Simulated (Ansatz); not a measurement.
Relaxed candidate structures of Ta:

A. P2₁/m (No. 11), mP6; a = 2.861 Å, b = 4.649 Å, c = 8.277 Å, α = γ = 90.00°, β = 96.46°; Ta 2e (0.437, 0.750, 0.249); Ta 2e (0.896, 0.250, 0.089); Ta 2e (0.808, 0.250, 0.422)

B. P6/mmm (No. 191), hP1, AFLOW prototype A_hP1_191_a (A_f, as in Sn); a = b = 2.8757 Å, c = 2.7174 Å, α = β = 90.00°, γ = 120.00°; Ta 1a (0.000, 0.000, 0.000)

C. Fd-3m, origin choice 1 (No. 227), cF24; a = b = c = 7.639 Å, α = β = γ = 90.00°; Ta 8b (0.500, 0.500, 0.500); Ta 16c (0.125, 0.125, 0.125)

D. Im-3m (No. 229), cI2, bcc (W type); a = b = c = 3.3051 Å, α = β = γ = 90.00°; Ta 2a (0.000, 0.000, 0.000)

E. Fm-3m (No. 225), cF4, fcc (Cu type); a = 4.209 Å, b = 4.209 Å, c = 4.209 Å, α = 90.00°, β = 90.00°, γ = 90.00°; Ta 4a (0.000, 0.000, 0.000)

### Question
Order them by energy per atom (lowest first) at the level r2SCAN (plane waves to 500 eV, PAW, scalar-relativistic; Ansatz, a program for electronic structure).

### Answer
D (reference, the lowest of the structures calculated here), A (+0.07 eV/atom), C (+0.10 eV/atom), E (+0.24 eV/atom), B (+0.69 eV/atom)

Each run could gain symmetry but not lose that of its start, so entries can be saddle points. From databases, or of a type measured for this composition: Im-3m, cI2, bcc (W type); Fm-3m, cF4, fcc (Cu type); the others are generated cells (placed on structure types, drawn at random, substituted or restacked) that were not matched to a known phase here. Energies are at zero temperature and pressure, without zero-point motion. Each cell has its own k-point mesh; energy differences are given only to the digits this allows. No spin polarisation in the result.
